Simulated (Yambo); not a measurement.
LiNO$_{3}$: lowest vertical excitons

```
CELL_PARAMETERS angstrom
      2.32750     1.34378     4.94517
     -2.32750     1.34378     4.94517
      0.00000    -2.68757     4.94517
ATOMIC_POSITIONS crystal
  Li 0.50000 0.50000 0.50000
  Li 0.00000 0.00000 0.00000
  N  0.75000 0.75000 0.75000
  N  0.25000 0.25000 0.25000
  O  0.02023 0.47977 0.75000
  O  0.97977 0.52023 0.25000
  O  0.75000 0.02023 0.47977
  O  0.25000 0.97977 0.52023
  O  0.47977 0.75000 0.02023
  O  0.52023 0.25000 0.97977
```

The geometry is that of Materials Project entry mp-8180, symmetrised and not relaxed again.

BSE in Yambo on norm-conserving PBEsol (Quantum ESPRESSO, 84 Ry, no spin-orbit coupling) bands: 6×6×6 mesh, 10 valence and 4 conduction bands, static screening with 59 bands and a 3 Ry block, scissor 4.07 eV, Tamm-Dancoff; field along x.

| state | energy (eV) | states within 2 meV | relative strength | class | main transitions |
|---|---|---|---|---|---|
| 1 | 3.45 | 1 | < 0.01 | dark | several band pairs |
| 2 | 3.47 | 1 | < 0.01 | dark | several band pairs |
| 3 | 5.17 | 2 | 1.00 | weak | several band pairs |
| 4 | 5.22 | 2 | < 0.01 | dark | several band pairs |
| 5 | 6.18 | 2 | 0.47 | weak | VB → CB (77 %) |
| 6 | 6.20 | 2 | < 0.01 | dark | VB → CB (70 %) |
| 7 | 6.25 | 2 | < 0.01 | dark | several band pairs |
| 8 | 6.26 | 2 | 0.71 | weak | several band pairs |
| 9 | 6.36 | 1 | < 0.01 | dark | VB → CB (64 %) |
| 10 | 6.39 | 1 | < 0.01 | dark | several band pairs |

These are vertical excitations (zero momentum); the indirect quasiparticle gap, about 7.02 eV, is smaller than the direct one (7.47 eV on the GW mesh). The direct quasiparticle gap on this mesh is 7.47 eV; counted from there, state 1 is bound by 4.02 eV. On a 4×4×4 mesh the same difference is 4.02 eV.

Spin singlets only. Strengths are relative to the strongest of the lowest states of this run; strong means a line over 3 % of the spectrum's maximum, dark under 0.03 %. Absolute energies carry the error of the G0W0 scissor, whose convergence isn't established; the long-wavelength screening was taken along (1,1,1) although the crystal is anisotropic.

The structure is a Materials Project entry; no match was found in the copy of COD used, and its stability was not checked.
